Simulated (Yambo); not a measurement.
RbScS₂O₈ (space group P321, No. 150), G0W0@PBEsol in Yambo with this input:

```
rim_cut
gw0
dyson
el_el_corr
HF_and_locXC
ppa
em1d
RandQpts= 1000000
RandGvec= 1 Ry
EXXRLvcs= 84 Ry
VXCRLvcs= 336 Ry
Chimod= "HARTREE"
% BndsRnXp
 2 | 286 |
%
NGsBlkXp= 7 Ry
% LongDrXp
 1.0 | 1.0 | 1.0 |
%
PPAPntXp= 27.2114 eV
% GbndRnge
 1 | 286 |
%
GTermKind= "BG"
DysSolver= "n"
ExtendOut
```

On a 3×3×2 mesh, with wavefunctions cut at 84 Ry, the gap (A → (0, 0.333, -0.5)) is 8.092 eV and the valence edge shifts by -1.431 eV.

Task: What happens with this change: 3 Ry block?

Result: The gap rises by 0.242 eV, to 8.334 eV; the shift of the valence edge becomes -1.484 eV. Neither run is shown to be the converged limit.

Geometry of the Materials Project entry, not relaxed at this level; primitive cell a = b = 5.0596 Å, c = 8.7685 Å, α = β = 90.00°, γ = 120.00°.

The structure is a Materials Project entry; no match was found in the copy of COD used, and its stability was not checked.

A shift is the quasiparticle energy of the state minus its PBEsol energy.
